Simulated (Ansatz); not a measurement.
Starting cell, Co (hcp, Mg type):

```xyz
2
Lattice="2.4571 0.0000 0.0000 -1.2286 2.1279 0.0000 0.0000 0.0000 3.9682" Properties=species:S:1:pos:R:3 pbc="T T T"
Co     0.0000     1.4186     2.9761
Co     1.2286     0.7093     0.9920
```

Scan: atom 2 (Co, nearest neighbour Co at 2.439 Å; its periodic images, 2.5 Å or more away, move with it) is displaced along Cartesian [111], direction (0.577, 0.577, 0.577) in Cartesian axes, by s. The other atoms stay.

Computed with PBEsol (plane waves to 420 eV, PAW, scalar-relativistic; Ansatz, an electronic-structure program). k mesh 17×17×10 (Γ-centred), Fermi-Dirac smearing 0.05 eV. Energies are smeared free energies. With partly filled bands, energies and forces of such displacements shift with the k mesh and the smearing. Co was relaxed with its symmetry unable to fall. Relaxed Co ends ferromagnetic. The PAW data are Ansatz's earlier set. The magnetic order is the one the run started from; other orders were not tried. ΔE is measured from the undisplaced structure. The last digit holds for this mesh only.

| s (Å) | ΔE (meV/cell) |
|---|---|
| -0.240 | 140.4 |
| -0.192 | 87.1 |
| -0.144 | 47.6 |
| -0.096 | 20.6 |
| -0.048 | 5.1 |
| 0.000 | 0.0 |
| 0.048 | 5.1 |
| 0.096 | 20.9 |
| 0.144 | 48.6 |
| 0.192 | withheld |
| 0.240 | 146.7 |

**Question.** Fit a polynomial form (powers 2, 3, 4) to the given rows and predict ΔE at s = 0.192.

**Answer.** Least squares on the 10 given rows: ΔE = (2226)·s² + (219.7)·s³ + (4641)·s⁴, in meV/cell with s in Å; root-mean-square residual 0.15 meV/cell. At 0.192 the fit gives 89.9 meV/cell; the calculation gives 89.9 meV/cell, the same to the digits shown. The quadratic term alone would give 82.1 meV/cell.

(For displaced atoms, the force is minus the slope of the energy, and its curvature is a force constant, which sets phonon frequencies.)
